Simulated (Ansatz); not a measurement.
One stationary structure of AlP. Space group P6₃mc (No. 186), wurtzite type. Computed with PBEsol (plane waves to 420 eV, PAW, scalar-relativistic; Ansatz, an electronic-structure program).

```cif
data_Al2P2
_chemical_formula_sum 'Al2 P2'
_space_group_name_H-M_alt 'P 1'
_space_group_IT_number 1
_cell_length_a 3.86115
_cell_length_b 3.86115
_cell_length_c 6.33861
_cell_angle_alpha 90.000
_cell_angle_beta 90.000
_cell_angle_gamma 120.000
loop_
_space_group_symop_operation_xyz
  'x, y, z'
loop_
_atom_site_label
_atom_site_type_symbol
_atom_site_fract_x
_atom_site_fract_y
_atom_site_fract_z
_atom_site_occupancy
Al1 Al 0.66667 0.33333 0.68563 1
Al2 Al 0.33333 0.66667 0.18563 1
P1 P 0.66667 0.33333 0.31081 1
P2 P 0.33333 0.66667 0.81081 1
```

For AlP, the volume per atom is 20.46 Å³. The band gap is 1.82 eV, indirect (valence top at Γ, conduction bottom at M) (no spin-orbit coupling), the smallest direct gap is 2.33 eV at Γ and the shortest distances is Al–P 2.37 Å. The k-mesh is 14×14×8.

No spin polarisation in the result.

The run could not lose the symmetry of its start.

It was reached from a disturbed copy of a P6₃/mmc (No. 194) cell, against which it lies -0.25 eV/atom.

The first start was generated by placing the elements on the sites of a structure type. Materials Project lists a structure of AlP in the same space group, P6₃mc (No. 186); the sites were not compared with it, nor with measured phases. Known forms of AlP include space group No. 216.
